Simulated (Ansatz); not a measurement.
# What DFT gives for SnSe2

```xyz
3
Lattice="1.8428 3.1918 0.0000 -1.8428 3.1918 0.0000 0.0000 0.0000 5.3896" Properties=species:S:1:pos:R:3 pbc="T T T"
Sn    0.0000    0.0000    0.0000
Se    0.0002    4.2556    1.4956
Se   -0.0002    2.1280    3.8940
```

Level: r2SCAN, no spin polarisation; 500 eV; 11×11×6 Γ-centred mesh; fermi-dirac occupations (width 0.1 eV); Ansatz 0.2.0, fixed geometry.

**Question.** Describe some of the short contacts.

**Answer.** Sn–Se at 2.60 Å: least valence density 0.46 e/Å³ and ELF 0.51 there. Both are smooth PAW fields, read partly inside the augmentation spheres.

**Question.** What is the band gap?

**Answer.** The gap is 0.29 eV, indirect (the least direct gap found is 1.37 eV).

**Question.** What is the character of the valence top and the conduction bottom?

**Answer.** Within 0.7 eV of the edges, the states project mainly on Se p (92 %) below the gap and on Se p (52 %) and Sn s (35 %) above it.

**Question.** What does the stress say?

**Answer.** The pressure is 17.9 GPa (compression positive), so with the atoms held at these fractions the cell would first expand; the forces are large, so a full relaxation may end otherwise. The principal stresses 16.9, 16.9, 19.8 GPa differ, so its shape would change too.

**Question.** How is the charge shared?

**Answer.** Bader charges in e: Sn +1.43, Se -0.72. In the mean Sn gives up most and Se takes most.

Origin: a known structure type with other elements, at an estimated volume, so it need not be a known compound. Caveats: no spin-orbit coupling, which can shift this gap by tenths of an eV; atoms or cell far from equilibrium.
